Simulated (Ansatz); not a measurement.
Input:

AlNi (CsCl type)

```
AlNi
1.0
    2.89266     0.00000     0.00000
    0.00000     2.89266     0.00000
    0.00000     0.00000     2.89266
Al Ni
1 1
Direct
  0.00000   0.00000   0.00000
  0.50000   0.50000   0.50000
```

In each cell atom 1 (Al, nearest neighbour Ni at 2.505 Å; its periodic images, 2.9 Å or more away, move with it) moves by s·(1.000, 0.000, 0.000) (along Cartesian x), the rest being held.

All values below come from PBE (plane waves to 420 eV, PAW, scalar-relativistic; Ansatz, a program for electronic structure). k mesh 13×13×13 (Γ-centred), Fermi-Dirac smearing 0.05 eV. Energies are smeared free energies. With partly filled bands, energies and forces of such displacements shift with the k mesh and the smearing. AlNi is run without spin polarisation. AlNi was relaxed with its symmetry unable to fall. The PAW data are Ansatz's earlier set. ΔE is measured from the undisplaced structure.

The scan covers s from -0.750 to 0.750 Å in 11 points.

### Question
Is the energy the same for equal positive and negative displacements?

### Answer
Even: the same for both signs. With its periodic images moving along, the atom's site symmetry in this cell is m-3m.

### Question
What is the force constant k = d²E/ds² of this move at s = 0?

### Answer
5.66 eV/Å².

(For displaced atoms, the force is minus the slope of the energy, and its curvature is a force constant, which sets phonon frequencies.)
